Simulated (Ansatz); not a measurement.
**Na6Bi: start and end of a relaxation**

Recipe of this trial structure of Na6Bi: close-packed layers stacked ABABABC (P-3m1, No. 164) (elements of the layers in order: Na Na Na Na Na Na Bi). Lengths were set from tabulated atomic sizes, so they are only a guess.

start.cif

```cif
data_structure
_symmetry_space_group_name_H-M 'P 1'
_symmetry_Int_Tables_number 1
_cell_length_a 3.8403
_cell_length_b 3.8403
_cell_length_c 20.5097
_cell_angle_alpha 90.000
_cell_angle_beta 90.000
_cell_angle_gamma 120.000
_cell_volume 261.95
loop_
_atom_site_label
_atom_site_type_symbol
_atom_site_fract_x
_atom_site_fract_y
_atom_site_fract_z
_atom_site_occupancy
Na1 Na 0.33333 0.66667 0.63386 1
Na2 Na 0.66667 0.33333 0.78031 1
Na3 Na 0.33333 0.66667 0.92677 1
Na4 Na 0.66667 0.33333 0.07323 1
Na5 Na 0.33333 0.66667 0.21969 1
Na6 Na 0.66667 0.33333 0.36614 1
Bi1 Bi 0.00000 0.00000 0.50000 1
```

The calculation used DFT PBE, scalar-relativistic, plane waves, PAW in Ansatz 0.2.0. Cutoff 420 eV, Gaussian smearing, Γ-centred meshes. Cell and atoms relax on a converged mesh. In metals the finer mesh still leaves noise of several meV/atom or more. The steps can't lower the symmetry of their start. No spin polarisation.

end.cif

```cif
data_structure
_symmetry_space_group_name_H-M 'P 1'
_symmetry_Int_Tables_number 1
_cell_length_a 3.7025
_cell_length_b 3.7025
_cell_length_c 20.6023
_cell_angle_alpha 90.000
_cell_angle_beta 90.000
_cell_angle_gamma 120.000
_cell_volume 244.58
loop_
_atom_site_label
_atom_site_type_symbol
_atom_site_fract_x
_atom_site_fract_y
_atom_site_fract_z
_atom_site_occupancy
Na1 Na 0.33333 0.66667 0.62307 1
Na2 Na 0.66667 0.33333 0.77675 1
Na3 Na 0.33333 0.66667 0.92608 1
Na4 Na 0.66667 0.33333 0.07392 1
Na5 Na 0.33333 0.66667 0.22325 1
Na6 Na 0.66667 0.33333 0.37693 1
Bi1 Bi 0.00000 0.00000 0.50000 1
```

The symmetry stays P-3m1 (No. 164). The volume per atom shrinks by 6.6 %, from 37.4 to 34.9 Å³. The shortest distance goes from 3.53 Å (Na–Bi) to 3.32 Å (Na–Bi).

```json
{"Volume per atom": "34.94 Å³", "Density": "2.36 g/cm³", "Energy over the elements": "−0.07 eV/atom", "Gap on the 12×12×2 mesh of the 7-atom cell": "0 eV (a metal)"}
```

The zero of energy is the elements' standard structures at the same level; no fitted shifts are applied. Whether it is stable depends on the other phases of the system, which aren't compared here.

The last run used Gaussian smearing of 0.10 eV. These runs have no spin–orbit coupling, which can matter for Bi. A structure relaxed within its symmetry needn't be a true minimum. In all, the 3 runs took 6.8 min on 1 thread of Intel(R) Xeon(R) Processor @ 2.50GHz (Skylake/Cascade Lake), with other jobs on the host.
